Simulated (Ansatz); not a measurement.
YSe: strain and displacement

```
Y Se
1.0
     0.00000    2.87500    2.87500
     2.87500    0.00000    2.87500
     2.87500    2.87500    0.00000
Y Se
1 1
Direct
  0.00000 0.00000 0.00000
  0.50000 0.50000 0.50000
```

Atom numbers follow the list: Y1, Se2.

The cell comes from COD entry 1527462, which wasn't checked; take it as a given geometry.

Spin polarisation is left out, and whether a magnetic state lies lower isn't shown here.

These are results of DFT, LDA, all-electron LAPW, scalar-relativistic (Ansatz 0.2.0), not measurements.

The runs use a Γ-centred 7×7×7 k mesh, Fermi–Dirac smearing of 0.03 eV, basis error target 0.25 meV/atom, no spin polarisation.

The unchanged cell is at -4.63 GPa.

In a metal, stresses and small energies carry noise from the k mesh.

x, y and z are the Cartesian axes of the cell as listed; fractional coordinates follow a strain, and an engineering shear is twice the off-diagonal strain component.

(1) One change gave: energy change under 1 meV/atom; stress change (xx, yy, zz, yz, xz, xy) 0.00, 0.00, 0.00, -0.01, -0.01, -0.01 GPa, compression positive. Which change was it?
A. equal xy, yz and zx engineering shear strains of -2 %
B. equal xy, yz and zx engineering shear strains of +2 %
C. equal xy, yz and zx engineering shear strains of -1 %
D. equal xy, yz and zx engineering shear strains of +1 %

Results:

(1) D. For equal xy, yz and zx engineering shear strains of -2 %: energy change under 1 meV/atom; stress change (xx, yy, zz, yz, xz, xy) 0.00, 0.00, 0.00, 0.29, 0.29, 0.29 GPa, compression positive. For equal xy, yz and zx engineering shear strains of -1 %: energy change under 1 meV/atom; stress change (xx, yy, zz, yz, xz, xy) 0.00, 0.00, 0.00, 0.06, 0.06, 0.06 GPa, compression positive. For equal xy, yz and zx engineering shear strains of +2 %: energy change under 1 meV/atom; stress change (xx, yy, zz, yz, xz, xy) 0.00, 0.00, 0.00, -0.17, -0.17, -0.17 GPa, compression positive.
